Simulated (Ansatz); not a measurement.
Here is the system:

AlP:
```cif
data_AlP
_chemical_formula_sum 'Al1 P1'
_space_group_name_H-M_alt 'P 1'
_space_group_IT_number 1
_cell_length_a 3.84228
_cell_length_b 3.84228
_cell_length_c 3.84228
_cell_angle_alpha 60.000
_cell_angle_beta 60.000
_cell_angle_gamma 60.000
loop_
_space_group_symop_operation_xyz
  'x, y, z'
loop_
_atom_site_label
_atom_site_type_symbol
_atom_site_fract_x
_atom_site_fract_y
_atom_site_fract_z
_atom_site_occupancy
Al1 Al 0.00000 0.00000 0.00000 1
P1 P 0.25000 0.25000 0.25000 1
```

This is the LDA-relaxed structure.

Problem. All from LDA (plane waves, PAW; program Ansatz), unless another level is named. Estimate the formation energy from the elements (no fitted shifts).

Solution. -0.60 eV/atom.

Problem. Predict the electron effective mass.

Solution. 0.24, 0.24, 0.77 mₑ (principal values).

Problem. Next, the hole effective mass, band 2 of 3 at the edge?

Solution. 0.54 along [100], 0.54 along [110], 1.4 along [111] (mₑ).

Problem. And the hole effective mass, band 3 of 3 at the edge?

Solution. 0.20 along [100], 0.15 along [110], 0.14 along [111] (mₑ).

Space group F-43m (zinc blende). Symmetry was held in the LDA relaxation. The references are the lowest solids computed at this level, not always the standard phases.

Potentials: the earlier of the program's two PAW sets. The files were generated under PBE; for other functionals the program regenerates the frozen cores, and for LDA and PBEsol the local potential too.

Edges and masses are those of Kohn–Sham bands, whose gap is no quasiparticle gap.
